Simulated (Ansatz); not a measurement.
Calculated ⁷³Ge NMR of the central transition for Be2GeO4

Cell: a Materials Project structure (computed, not necessarily an observed phase), atoms as given.

Space group R-3:H (No. 148); a = 12.7621, c = 8.4426 Å, γ = 120.00°.

```csv
site,Wyckoff,site symmetry,x,y,z
Be1,18f,1,0.1245,0.4730,0.5827
Be3,18f,1,0.0197,0.2141,0.5852
Ge,18f,1,0.0182,0.2127,0.2504
O19,18f,1,0.7865,0.2433,0.4080
O20,18f,1,0.0074,0.3356,0.5836
O23,18f,1,0.0949,0.2139,0.4252
O24,18f,1,0.0809,0.2059,0.7501
```

One atom of each set is listed; the run and its k-mesh use a cell of 42 atoms with edges of 7.89, 7.89, 7.89 Å.

Method: Kohn–Sham DFT in Ansatz, PBE, plane waves and PAW, scalar-relativistic, 420 eV cutoff, Γ-centred 3×3×3 k-points, Fermi–Dirac smearing 0.02 eV.

⁷³Ge has I = 9/2 and Q = -196.0 mb (Pyykkö 2018); at 21.1 T its Larmor frequency is ν₀ = 31.4 MHz. Only the quadrupole interaction is simulated: positions count from each site's isotropic chemical shift, and J coupling is left out, as are shift anisotropy and dipolar coupling, which fast spinning averages.

Task: Give C_Q, η, the quadrupolar product P_Q = |C_Q|(1 + η²/3)^½, the second-order isotropic shift and the breadth of the pattern (fast magic-angle spinning) for each Ge site.

Result: 

```csv
site,first shell,C_Q (MHz),η,P_Q (MHz),δ_QIS (ppm),breadth (kHz)
Ge,4 O at 1.75–1.77 Å,-11.7,0.60,12.4,-216,15.7
```

δ_QIS = −(ν_Q²/30ν₀²)[I(I+1) − 3/4](1 + η²/3) × 10⁶ ppm with ν_Q = 3|C_Q|/[2I(2I−1)]; it falls as 1/B₀² in ppm, and the breadth as 1/B₀ in kHz.

The broadest static pattern spans 49 kHz. The table holds for spinning faster than that; slower spinning leaves sidebands.

At this cell the PBE pressure is 6 GPa, so with PBE the cell would grow if it were relaxed. The entry's cell may itself be off. The largest force is 0.4 eV/Å, so the atoms aren't at the calculated equilibrium and relaxing them would move these values.

Hardware: 1 thread of Arm Neoverse V2 (aarch64; 8 cores open to the job, memory cap 2.5 GiB, no GPU), a shared host with a load of 0.3 a core. Wall time 48 s, CPU time 48 s, peak memory 0.92 GiB.
